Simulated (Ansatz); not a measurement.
## Data sheet: InP (DFT)

InP:
```yaml
crystal:
  lattice:
    - [4.13899, 0.00000, 0.00000]
    - [-2.06950, 3.58447, 0.00000]
    - [0.00000, 0.00000, 9.35163]
  atoms:
    - { symbol: In, position: [0.50055, 0.00000, 0.66667] }
    - { symbol: In, position: [0.00000, 0.50055, 0.33333] }
    - { symbol: In, position: [0.49945, 0.49945, 0.00000] }
    - { symbol: P, position: [0.50029, 0.00000, 0.16667] }
    - { symbol: P, position: [0.00000, 0.50029, 0.83333] }
    - { symbol: P, position: [0.49971, 0.49971, 0.50000] }
```

Space group P6_222 (No. 180); conventional cell a = 4.139 Å, b = 4.139 Å, c = 9.352 Å, α = 90.00°, β = 90.00°, γ = 120.00°.

Method: r²SCAN in the plane-wave PAW code Ansatz. Structure relaxed to zero pressure with the same functional. Other levels are named where they apply.

**Cell and energy**

- Volume per atom: 23.12 Å³
- Density: 5.23 g/cm³
- Formation energy from the elements (no fitted shifts): -0.19 eV/atom

**Electronic structure**

- Band gap: 0.41 eV (smallest direct gap 0.41 eV)
- Valence-band maximum: on the Γ–M line, 4 % of the way from Γ
- Conduction-band minimum: at Γ
- Electron effective mass: 0.033, 0.071, 0.071 mₑ (principal values)
- HSE06 gap on the r²SCAN cell: 0.66 eV
- Gap with spin–orbit coupling: 0.40 eV

**Mechanics**

- Bulk modulus (Birch–Murnaghan fit): 71.2 GPa
- Pressure derivative B′: 3.3

**Charges**

- Bader charges = In +0.96, P -0.96 e

The start of the workflow was typed in or built on a structure type; neither database checked (COD, Materials Project) lists it. It is not the phase usual at ambient conditions (space group No. 216). The r²SCAN relaxation kept the symmetry of its start; its stability against distortions is not shown here. Point labels and valley counts follow the cell and symmetry of the run, lower than the named group. The references are the lowest solids computed at this level, not always the standard phases. Scalar-relativistic: spin–orbit coupling is off unless named, which matters more the heavier the elements.

Potentials: the earlier of the program's two PAW sets.
